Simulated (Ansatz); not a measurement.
Relaxed candidate structures of Y2Si:

A. P6₂22 (No. 180), hP9; a = b = 7.2977 Å, c = 9.3908 Å, α = β = 90.00°, γ = 120.00°; Si 3c (0.500, 0.000, 0.000); Y 6j (0.287, 0.143, 0.167)

B. Pa-3 (No. 205), cP12; a = 6.970 Å, b = 6.970 Å, c = 6.970 Å, α = 90.00°, β = 90.00°, γ = 90.00°; Si 4a (0.000, 0.000, 0.000); Y 8c (0.328, 0.328, 0.328)

C. P4₂/mnm (No. 136), tP6, AFLOW prototype A2B_tP6_136_f_a (C4, as in TiO2); a = b = 6.683 Å, c = 4.208 Å, α = β = γ = 90.00°; Si 2a (0.000, 0.000, 0.000); Y 4f (0.298, 0.298, 0.000)

D. P-31m (No. 162), hP9, AFLOW prototype AB2_hP9_162_ad_k (as in V2N); a = 6.908 Å, b = 6.908 Å, c = 6.629 Å, α = 90.00°, β = 90.00°, γ = 120.00°; Y 6k (0.338, 0.338, 0.250); Si 1a (0.000, 0.000, 0.000); Si 2d (0.333, 0.667, 0.500)

Q: Put the candidates in order of energy per atom, lowest first, for r2SCAN (plane waves to 500 eV, PAW, scalar-relativistic; Ansatz, a program for electronic structure).

A: B (reference), D (+0.06 eV/atom), C (+0.08 eV/atom), A (+0.93 eV/atom)

The lowest structure calculated, Cmcm, oS12, is not among these; it lies 0.16 eV/atom below the lowest of them. Probably no minimum, since a slightly shaken restart fell lower: P4₂/mnm, tP6, AFLOW prototype A2B_tP6_136_f_a (C4, as in TiO2) (by 0.24 eV/atom, to Cmcm). Each run could gain symmetry but not lose that of its start, so entries can be saddle points. All of these are generated cells (placed on structure types, drawn at random, substituted or restacked) that were not matched to a known phase here. The real structure of this composition may not be among these, and whether this composition forms is not checked here. Energies are at zero temperature and pressure, without zero-point motion. Each cell has its own k-point mesh; energy differences are given only to the digits this allows. No spin polarisation in the result. Gaps of cells over 8 atoms come from the SCF mesh and high-symmetry points alone.
